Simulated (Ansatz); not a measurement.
**CaPb (P4/mmm): elastic constants by finite strains**

Level of theory: r²SCAN, PAW on Ansatz 0.2.0's default frozen-core files (fitted under PBE), scalar-relativistic.

Cell and atoms were relaxed beforehand by PAW with this functional.

The structure is one entry of a database and needn't be the stable phase.

Command:

```sh
ansatz run input.yaml --threads 1 --pin off --max-ram 2560MiB --backend cpu --events-out ev --progress --plain --runs-dir out
```

Input file:

```yaml
crystal:
  lattice:
    - [3.56723912631, 0.0, 0.0]
    - [0.0, 3.56723912631, 0.0]
    - [0.0, 0.0, 4.61835292273]
  atoms:
    - { symbol: Ca, position: [0.0, 0.0, 0.0] }
    - { symbol: Pb, position: [0.5, 0.5, 0.5] }
kpoints:
  mp_grid: { grid: [12, 12, 10] }
scf:
  occupations: { method: fermi_dirac, width: 0.08 }
hamiltonian:
  xc: r2scan
  pseudopotentials: { kind: paw }
elastic:
  mode: relaxed_ion
  stencil: two_point
  amplitude: 0.0002
```

Output:

```
Warning: elastic: elastic.amplitude = 2e-4 is under 1e-3, the smallest value that the input manual advises. Under elastic.basis: reselect (the default) a strained cell's stress can jump where the strain carries plane waves across the cutoff. Elastic constants are stress differences divided by the amplitude, so the smaller the amplitude, the larger the error that such a jump leaves in a constant, and tightening ...
Warning: RAYON_NUM_THREADS=1 ignored (pool sized by the plan → 1); use --threads N
Engine: ansatz 0.2.0, x86_64-unknown-linux-gnu
Pseudopotentials: kind: paw
Pseudopotential: Ca, paw, valence charge 10, recommended cutoff 500 eV (meta_gga), Ca.paw.azcp
Pseudopotential: Pb, paw, valence charge 14, recommended cutoff 500 eV (meta_gga), Pb.paw.azcp
Functional definition: r2SCAN
  parameter k0 = 0.174
  parameter k1 = 0.065
  parameter a1 = 4.9479
  exchange = r2scan_x(k0 = k0, k1 = k1, a1 = a1)
  correlation = r2scan_c
Crystal: 2 atoms, lattice volume = 58.769 Å³
Basis set: ecut = 500 eV, 1513 PW (Γ), exchange–correlation on 108×108×144 points (64 copies of the dense FFT grid, shifted against one another)
[... 156 lines left out ...]
  strain η (Voigt 11):  stress-route row diagonal C_11 = 84.59 GPa, energy-path curvature d²(F+E_count+ΔE)/dδ²/Ω₀ = 84.55 GPa
         δ    σ_11 (GPa)             F (eV)   n_scf  n_hpsi   n_pw
    -2.000e-4      -0.0236      -13743.8539834       9  110968   1525   relax 0 steps, max|allowed force component| 9.86e-32 eV/Å
     2.000e-4       0.0102      -13743.8539843       3   65100   1525   relax 0 steps, max|allowed force component| 2.29e-29 eV/Å
  strain η (Voigt 33):  stress-route row diagonal C_33 = 90.68 GPa, energy-path curvature d²(F+E_count+ΔE)/dδ²/Ω₀ = 90.73 GPa
         δ    σ_33 (GPa)             F (eV)   n_scf  n_hpsi   n_pw
    -2.000e-4      -0.0387      -13743.8539823       9   61489   1525   relax 0 steps, max|allowed force component| 2.10e-29 eV/Å
     2.000e-4      -0.0024      -13743.8539854       3   37995   1525   relax 0 steps, max|allowed force component| 3.94e-30 eV/Å
  strain η (Voigt 23):  stress-route row diagonal C_44 = 19.54 GPa, energy-path curvature d²(F+E_count+ΔE)/dδ²/Ω₀ = 19.55 GPa
         δ    σ_23 (GPa)             F (eV)   n_scf  n_hpsi   n_pw
    -2.000e-4      -0.0039      -13743.8539844       7  139424   1525   relax 0 steps, max|allowed force component| 0.00e0 eV/Å
     2.000e-4       0.0039      -13743.8539844       3   95815   1525   relax 0 steps, max|allowed force component| 0.00e0 eV/Å
  strain η (Voigt 12):  stress-route row diagonal C_66 = 16.68 GPa, energy-path curvature d²(F+E_count+ΔE)/dδ²/Ω₀ = 16.63 GPa
         δ    σ_12 (GPa)             F (eV)   n_scf  n_hpsi   n_pw
    -2.000e-4      -0.0033      -13743.8539844       8   86751   1525   relax 0 steps, max|allowed force component| 6.31e-30 eV/Å
     2.000e-4       0.0033      -13743.8539844       3   57047   1525   relax 0 steps, max|allowed force component| 8.20e-29 eV/Å
```

The calculation finished and met its thresholds.

### Strained cells

Elastic constants of a crystal by Kohn-Sham DFT: slopes of the stress over finite engineering strains of the given cell, Voigt indices, Cartesian axes as in the input; stress of each strained cell less that at rest, tension positive.

```tsv
strain component	strain	stress xx (GPa)	stress yy (GPa)	stress zz (GPa)	stress yz (GPa)	stress xz (GPa)	stress xy (GPa)	relaxation steps
xx	-0.0002	-0.0169	-0.0011	-0.0041	0	0	0	0
xx	0.0002	0.017	0.0013	0.0042	0	0	0	0
zz	-0.0002	-0.0041	-0.0041	-0.0181	0	0	0	0
zz	0.0002	0.0042	0.0042	0.0182	0	0	0	0
yz	-0.0002	0.0001	0.0001	0	-0.0039	0	0	0
yz	0.0002	0.0001	0.0001	0	0.0039	0	0	0
xy	-0.0002	0.0001	0.0001	0	0	0	-0.0033	0
xy	0.0002	0.0001	0.0001	0	0	0	0.0033	0
```

Elastic moduli:

Hill averages of a grain aggregate, Debye temperature from the mean sound speed over directions.

```json
{
  "Bulk modulus": "39.19 GPa",
  "Shear modulus": "24.02 GPa",
  "Young modulus": "59.83 GPa",
  "Poisson ratio": "0.2456",
  "Bulk over shear modulus": "1.632",
  "Elastic anisotropy index": "0.5787",
  "Least young modulus": "46.8 GPa",
  "Largest young modulus": "81.14 GPa",
  "Longitudinal sound speed": "3193 m/s",
  "Transverse sound speed": "1854 m/s",
  "Elastic debye temperature": "196.2 K",
  "Linear compressibility (x, y, z)": "9.509, 9.509, 6.667 1/TPa"
}
```

Elastic constants:

```json
{
 "Pressure at rest": "0.011 GPa",
 "Least elastic eigenvalue": "16.68 GPa",
 "Elastically stable": "yes"
}
```

```csv
index,elastic (GPa)
11,84.59
12,6
13,20.79
33,90.68
44,19.54
66,16.68
```

Limits of these numbers: frozen-core PAW files fitted under PBE, their cores solved anew for the functional of the run; responses of metals move with mesh and smearing; no spin-orbit coupling on heavy atoms; elastic stability says nothing of phonons or of other phases; settings unsound, results are not properties of the crystal.

Cost: 3 min on 1 thread of Intel(R) Xeon(R) Platinum 8488C (Sapphire Rapids), with other jobs on the host, peak memory 0.88 GiB.
